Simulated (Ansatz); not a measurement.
TiNi:
Space group Pmma (No. 51); a = 4.1701 Å, b = 2.6404 Å, c = 4.5517 Å, α = 90.00°, β = 90.00°, γ = 90.00°

```tsv
atom	site	symmetry	x	y	z
Ti	2f	mm2	0.2500	0.5000	0.7139
Ni	2e	mm2	0.2500	0.0000	0.1810
```

Relaxed at zero pressure with plane-wave PAW LDA (Ansatz code).

### Question
The volume is raised by 9 % and shape and atoms relax at that volume. What pressure results, and how do the axes share the change?

### Answer
-11.1 GPa; a -1.4 %, b 8.2 %, c 2.1 %; the energy rises by 44 meV/atom.

### Question
Give the new structure.

### Answer

Space group Pmma (No. 51); a = 4.1135 Å, b = 2.8573 Å, c = 4.6479 Å, α = 90.00°, β = 90.00°, γ = 90.00°

```
atom  site  symmetry       x       y       z
----  ----  --------  ------  ------  ------
Ti      2f       mm2  0.2500  0.5000  0.7280
Ni      2e       mm2  0.2500  0.0000  0.1764
```

The phase is kept; no other phase was compared at this pressure.

The first step of the workflow began from a Materials Project structure, measured or hypothetical; the Crystallography Open Database copy checked does not list it. COD files the formula under space group No. 11, 147. Whether it is the stable phase at ambient conditions was not checked. Symmetry was held in the LDA relaxation; its stability against distortions is not shown here. The run is not spin-polarised. Axis ratios of metals converge slowly with the k-mesh, so a and c are less sure than the volume.

Potentials: the later of the program's two PAW sets.
